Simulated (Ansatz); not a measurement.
BaTiO3 (tetragonal-perovskite type, space group P4mm)

```yaml
crystal:
  lattice:
    - [3.95547, 0.00000, 0.00000]
    - [0.00000, 3.95547, 0.00000]
    - [0.00000, 0.00000, 4.04610]
  atoms:
    - { symbol: Ti, position: [0.50000, 0.50000, 0.44711] }
    - { symbol: Ba, position: [0.00000, 0.00000, 0.93192] }
    - { symbol: O, position: [0.50000, 0.50000, 0.90181] }
    - { symbol: O, position: [0.50000, 0.00000, 0.41258] }
    - { symbol: O, position: [0.00000, 0.50000, 0.41258] }
```

The slice is a (001) plane (indices of the conventional cell) through the point (0.000, 0.500, 0.413) (fractional), spanned by u = [100] and v = [010] in vectors of this cell: u (3.96 Å) and v (3.96 Å, at 90° to u). It covers one period; positions are fractions (u, v).

Method: PBEsol (plane waves to 420 eV, PAW, scalar-relativistic; Ansatz, a first-principles code). k mesh 8×8×8. These are valence fields of a PAW run, semicore shells included where kept as valence: close to a nucleus they are smooth pseudo fields. BaTiO3 is run without spin polarisation. BaTiO3 was relaxed with its symmetry unable to fall. The PAW data are Ansatz's earlier set.

Task: Around which element is the density of the lowest conduction band (whole band as if filled, smooth part) largest on this plane?

Result: Ti. Mean over a disc round each atom, of radius 0.45 times the shortest bond: Ti 0.147, O 0.020 e/Å³.

Task: Around which element is the density of the highest valence band (whole band, smooth part) largest on this plane?

Result: O. Mean over a disc round each atom, of radius 0.45 times the shortest bond: O 0.142, Ti 0.005 e/Å³.

Task: Predict the map of the density of the highest valence band (whole band, smooth part) on the slice.

Result: 
```
|3332110000000000000000011233|
|8753210000000000000000012357|
|9964210000000000000000012469|
|7753100000000000000000001357|
|4432100000000000000000001234|
|2211000000000000000000000112|
|1100000000000000000000000001|
|0000000000000000000000000000|
|0000000000011101110000000000|
|0000000001122111221100000000|
|0000000012343212343210000000|
|0000000013565313565310000000|
|0000000124797303797421000000|
|0000000124798303897421000000|
|0000000124797303797421000000|
|0000000013565313565310000000|
|0000000012343212343210000000|
|0000000001122111221100000000|
|0000000000011101110000000000|
|0000000000000000000000000000|
|1100000000000000000000000001|
|2211000000000000000000000112|
|4432100000000000000000001234|
|7753100000000000000000001357|
|9964210000000000000000012469|
|8753210000000000000000012357|
|3332110000000000000000011233|
|0011100000000000000000001110|
```
Scale: ten equal steps from 0.000 (start of '0') to 0.372 (end of '9'), in the order '0123456789'. Values: density of the highest valence band (whole band, smooth part) in e/Å³. The map has 28 points along u (one character each, u = 0 at the left) and 28 along v (v = 0 in the bottom row).
